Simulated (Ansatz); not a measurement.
Question: Ru (hcp (Mg type), P6_3/mmc) is relaxed with DFT-r²SCAN in the program Ansatz with PAW potentials. What lattice parameters of the conventional cell result?

Answer: a = 2.704 Å, c = 4.264 Å.

The r²SCAN relaxation kept the symmetry of its start. The run is not spin-polarised. Axis ratios of metals converge slowly with the k-mesh, so a and c are less sure than the volume.

Potentials: the later of the program's two PAW sets.
